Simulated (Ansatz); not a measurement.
According to the program Ansatz at the r²SCAN level (PAW), Mg in the cubic phase (Fd-3m; Mg on 8a, Mg on 16d) relaxes to a = 8.251 Å.

Electronic character: metallic (no gap).

An equation-of-state fit gives a bulk modulus of 37.7 GPa. The relaxed-ion elastic constants in GPa are C11 = 66.3, C12 = 23.3, C44 = 27.8. The elastic constants imply a Debye temperature near 440 K.

The start of the workflow was typed in or built on a structure type; neither database checked (COD, Materials Project) lists it. It is not the phase usual at ambient conditions (space group No. 194). The r²SCAN relaxation kept the symmetry of its start; its stability against distortions is not shown here. As this level gives no gap, shear constants depend on the k-mesh and smearing (Fermi–Dirac, 0.1 eV here).

Potentials: the later of the program's two PAW sets.
